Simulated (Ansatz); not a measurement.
Given:

Relaxed Ge (diamond):

```
Ge
1.0
    0.00000     2.88084     2.88084
    2.88084     0.00000     2.88084
    2.88084     2.88084     0.00000
Ge
2
Cartesian
  2.88084   2.88084   2.88084
  4.32126   4.32126   4.32126
```

In this cell atom 2 (Ge, nearest neighbour Ge at 2.495 Å; its periodic images, 4.1 Å or more away, move with it) is moved by s along Cartesian z, unit vector (0.000, 0.000, 1.000); all other atoms and the cell stay fixed.

Computed with PBE (plane waves to 420 eV, PAW, scalar-relativistic; Ansatz, a first-principles code). k mesh 11×11×11 (Γ-centred), Fermi-Dirac smearing 0.05 eV. Energies are smeared free energies. With partly filled bands, energies and forces of such displacements shift with the k mesh and the smearing. Ge was relaxed with its symmetry unable to fall. The zero of ΔE is the undisplaced structure.

The scan covers s from -0.750 to 0.750 Å in 11 points.

Q: Is this a single well or a double well?

A: A single well with its minimum at or next to zero displacement.

Q: Is the energy the same for equal positive and negative displacements?

A: Even: the same for both signs. With its periodic images moving along, the atom's site symmetry in this cell is -43m.

Q: What is the energy change at s = 0.750 Å?

A: 2122 meV/cell.

Q: What force acts on the atom along the line at s = -0.750 Å?

A: 4.22 eV/Å.

Q: With two atoms in the cell this is the zone-centre optical mode. What wavenumber follows?

A: 274 cm⁻¹.

(A displaced cell: forces are minus the slopes of the energy, force constants its curvatures, and phonons follow from these.)
